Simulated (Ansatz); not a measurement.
SrZn2Ge2:
```
CELL_PARAMETERS angstrom
     -2.19475     2.19475     5.25569
      2.19475    -2.19475     5.25569
      2.19475     2.19475    -5.25569
ATOMIC_POSITIONS crystal
  Sr 0.00000 0.00000 0.00000
  Zn 0.25000 0.75000 0.50000
  Zn 0.75000 0.25000 0.50000
  Ge 0.62048 0.62048 0.00000
  Ge 0.37952 0.37952 0.00000
```

Relaxed with r²SCAN. Special points in fractions of this cell's reciprocal vectors: Γ (0.000, 0.000, 0.000); X (0.000, 0.000, 0.500); P (0.250, 0.250, 0.250); N (0.000, 0.500, 0.000); M (0.500, 0.500, -0.500); S (0.294, 0.706, -0.294); S0 (-0.294, 0.294, 0.294); R (-0.087, 0.087, 0.500); G (0.500, 0.500, -0.087).

Q: List the band energies nearest the Fermi level at these points for r²SCAN in the plane-wave PAW code Ansatz.

A: In eV from the Fermi level; about four levels below and three above (degenerate sets whole), none deeper than 8.9 eV; points with the same levels are listed once.

```json
[
 {"k": "Γ", "below": "-2.66 -2.66 -0.67 -0.67 -0.50", "above": "0.04 1.50 2.51"},
 {"k": "X", "below": "-5.51 -4.09 -3.17 -2.27", "above": "0.60 2.29 2.41"},
 {"k": "P", "below": "-3.89 -2.76 -2.76 -0.20", "above": "3.47 3.47 4.22"},
 {"k": "N", "below": "-4.86 -2.16 -1.24 -0.43", "above": "0.32 0.99 1.50"},
 {"k": "M", "below": "-2.99 -2.99 -1.52 -1.30", "above": "0.28 0.28 0.88 0.88"},
 {"k": "S", "below": "-6.20 -3.05 -2.36 -2.29", "above": "0.07 0.66 1.48"},
 {"k": "R", "below": "-4.86 -4.23 -3.04 -2.13", "above": "0.58 2.28 2.57"}
]
```

Space group I4/mmm. The first step of the workflow began from a Materials Project structure, measured or hypothetical; the Crystallography Open Database copy checked does not list it. Its standing as an ambient phase is unchecked. The cell was relaxed with r²SCAN under the symmetry of its start; whether a distortion lowers the energy is not shown. Scalar-relativistic: spin–orbit coupling is off unless named, which matters more the heavier the elements.

Potentials: the later of the program's two PAW sets.
